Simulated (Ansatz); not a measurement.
# Response of Rb to small distortions

```yaml
crystal:
  lattice:
    - [-2.80600, 2.80600, 2.80600]
    - [2.80600, -2.80600, 2.80600]
    - [2.80600, 2.80600, -2.80600]
  atoms:
    - { symbol: Rb, position: [0.00000, 0.00000, 0.00000] }
```

The structure is an experimental refinement, used without relaxation.

Computed with DFT, PBEsol, all-electron LAPW, scalar-relativistic in Ansatz 0.2.0.

Numerical set-up: a Γ-centred 8×8×8 k mesh, Fermi–Dirac smearing of 0.05 eV, basis error target 1 meV/atom, no spin polarisation.

The unchanged cell is at -0.06 GPa.

In a metal, stresses and small energies carry noise from the k mesh.

x, y and z are the Cartesian axes of the cell as listed; fractional coordinates follow a strain, and an engineering shear is twice the off-diagonal strain component.

Q: One change gave: energy change under 1 meV/atom; stress change (xx, yy, zz, yz, xz, xy) 0.00, 0.00, 0.00, -0.01, -0.01, -0.01 GPa, compression positive. Which change was it?
A. equal xy, yz and zx engineering shear strains of +1 %
B. equal xy, yz and zx engineering shear strains of -2 %
C. equal xy, yz and zx engineering shear strains of -1 %
D. equal xy, yz and zx engineering shear strains of +2 %

A: A. For equal xy, yz and zx engineering shear strains of -2 %: energy change under 1 meV/atom; stress change (xx, yy, zz, yz, xz, xy) 0.00, 0.00, 0.00, 0.02, 0.02, 0.02 GPa, compression positive. For equal xy, yz and zx engineering shear strains of -1 %: energy change under 1 meV/atom; stress change (xx, yy, zz, yz, xz, xy) 0.00, 0.00, 0.00, 0.01, 0.01, 0.01 GPa, compression positive. For equal xy, yz and zx engineering shear strains of +2 %: energy change under 1 meV/atom; stress change (xx, yy, zz, yz, xz, xy) 0.00, 0.00, 0.00, -0.02, -0.02, -0.02 GPa, compression positive.
